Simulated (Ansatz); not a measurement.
The elements of this relaxed trial crystal are hidden behind letters.

```
lattice vectors (Å)
   5.3619    0.0000    0.0000
  -2.6810    4.6436    0.0000
   0.0000    0.0000    6.7782
fractional positions
X 0.0000 0.0000 0.5000
X 0.3333 0.6667 0.7744
X 0.6667 0.3333 0.7744
X 0.6667 0.3333 0.2256
X 0.3333 0.6667 0.2256
Z 0.0000 0.0000 0.0000
```

The calculation used DFT PBE, scalar-relativistic, plane waves, PAW in Ansatz. The final run on the 6-atom cell used 420 eV, a Γ-centred 12×12×6 mesh, 0.10 eV smearing and no spin polarisation.

* Space group: P6/mmm (No. 191)
* Conventional cell: a = 5.362 Å, c = 6.778 Å
* Volume per atom: 28.13 Å³
* Density: 6.99 g/cm³
* Formation energy: +0.18 eV/atom
* Gap on the 12×12×6 mesh of the 6-atom cell: 0 eV (a metal)

Energies are uncorrected and count from the elements' standard states at the same level.

**Question.** X is a lanthanide and Z is a p-block element of period 2. Which elements are they?

**Answer.** X = La, Z = O, so the formula is La5O. Density times volume gives a mean mass of 6.99 × 28.13/1.6605 = 118.4 u per atom, and this set has 118.4 u. La on a site of symmetry 6/mmm is surrounded by 2 O at 3.39 Å and 12 La at 3.61 Å; around La on a site of symmetry 3m lie 4 La at 3.06–3.10 Å, 3 O at 3.45 Å, 4 La at 3.61–3.72 Å and 3 La at 4.35 Å; around O lie 14 La at 3.39–3.45 Å. Other sets within the hints have nearly the same mass, so mass alone doesn't settle it; this one was computed.

The cell is a metal run without spin; a magnetic state may lie lower. Symmetry constrained the relaxation, so the result can be a saddle point. Another cell of La5O relaxed alike, in P-62m, lies 0.57 eV/atom lower, so this cell isn't the stable form at this level.
